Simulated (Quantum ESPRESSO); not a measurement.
Band energies of Cd$_{2}$TeSe

```xyz
4
Lattice="4.4455 0.0000 0.0000 -2.2228 3.8499 0.0000 0.0000 0.0000 7.2684" Properties=species:S:1:pos:R:3 pbc="T T T"
Se     2.2228     1.2833     0.8829
Cd     2.2228     1.2833     3.5165
Cd     0.0000     0.0000     0.1084
Te     0.0000     0.0000     4.5633
```

PBEsol (Quantum ESPRESSO, PseudoDojo norm-conserving, 102 Ry, with spin-orbit coupling); path ΓMKΓALHA,LM,KH; energies in eV from the Fermi level.

```
k (1/Å)  point  band 72  band 73  band 74  band 75  band 76  band 77  band 78  band 79
-------  -----  -------  -------  -------  -------  -------  -------  -------  -------
0.00         Γ    -0.06     0.02     0.02     1.67     1.67     4.48     4.48     4.78
0.47              -0.71     1.89     1.91     2.63     2.68     4.20     4.28     4.77
0.82         M    -1.07     2.17     2.17     2.51     2.51     3.85     3.85     5.26
0.93              -1.22     2.38     2.42     2.75     2.82     3.75     3.81     5.15
1.29         K    -2.03     3.18     3.19     3.56     3.76     4.00     4.20     5.85
1.50              -1.68     3.14     3.25     3.45     3.48     3.86     4.05     4.90
1.92              -0.49     1.41     1.44     2.78     2.91     4.03     4.08     4.81
2.23         Γ    -0.06     0.02     0.02     1.67     1.67     4.48     4.48     4.78
2.34               0.00     0.40     0.40     1.73     1.73     4.49     4.49     4.81
2.66         A    -0.14     1.23     1.23     2.21     2.21     4.51     4.51     4.93
2.87              -0.50     1.79     1.79     2.72     2.84     4.07     4.10     4.38
3.27              -1.26     2.05     2.07     2.34     2.37     3.74     3.74     4.04
3.48         L    -1.36     1.88     1.88     2.21     2.21     3.70     3.70     3.81
3.83              -1.37     2.52     2.62     2.84     2.91     4.41     4.43     4.74
3.95         H    -1.35     2.57     2.68     2.88     2.95     4.42     4.49     4.81
4.23              -1.48     2.63     2.74     2.86     2.94     4.17     4.23     4.58
4.61              -0.72     2.13     2.15     2.96     3.11     3.90     3.97     4.12
4.89         A    -0.14     1.23     1.23     2.21     2.21     4.51     4.51     4.93
4.89         L    -1.36     1.88     1.88     2.21     2.21     3.70     3.70     3.81
4.98              -1.30     1.79     1.82     2.31     2.34     3.72     3.72     3.95
5.32         M    -1.07     2.17     2.17     2.51     2.51     3.85     3.85     5.26
5.32         K    -2.03     3.18     3.19     3.56     3.76     4.00     4.20     5.85
5.76         H    -1.35     2.57     2.68     2.88     2.95     4.42     4.49     4.81
```

Along the path the PBEsol gap is only about 0.02 eV, below what this setup resolves reliably; no G0W0 run was built on it. Semilocal functionals shrink small gaps, and the order of the bands at the edge may be inverted.

Geometry relaxed with PBEsol.

The structure is a Materials Project entry; no match was found in the copy of COD used, and its stability was not checked.
